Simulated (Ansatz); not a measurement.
This guess for AlB₂P₃ is about to be relaxed.

```
Al B P
1.0
    -1.75131    1.75131    7.43017
     1.75131   -1.75131    7.43017
     1.75131    1.75131   -7.43017
Al B P
1 2 3
Direct
  0.00000 0.00000 0.00000
  0.66667 0.66667 0.00000
  0.33333 0.33333 0.00000
  0.58333 0.08333 0.50000
  0.25000 0.75000 0.50000
  0.91667 0.41667 0.50000
```

Computed with Ansatz, DFT PBE, scalar-relativistic, plane waves, PAW. Cutoff 420 eV, Gaussian smearing, Γ-centred meshes. Cell and atoms relax first on a coarse mesh and then on a converged one. In between, the cell is made exact in the group found at 0.06 Å. The steps can't lower the symmetry of their start. No spin polarisation.

A guess keeps its type if space group and coordination stay and the shape of the cell changes little (axis ratios within about 15 %, angles within 6°); the volume may change.

**Question.** Does this structure survive the relaxation?

**Answer.** It keeps its type. The symmetry stays I-4m2 (No. 119). The volume per atom shrinks by 4.6 %, from 15.2 to 14.5 Å³. The shortest distance goes from 2.14 Å (Al–P and B–P) to 2.02 Å (B–P). The ratio c/a of the conventional cell changes by a factor of 1.05. Counting neighbours within 15 % of an atom's shortest distance, the start has Al 4, B 4, P 4 and the end Al 4, B 4, P 4.

The last run used a 12×12×12 mesh for its 6-atom cell and Gaussian smearing of 0.02 eV. A structure relaxed within its symmetry needn't be a true minimum.
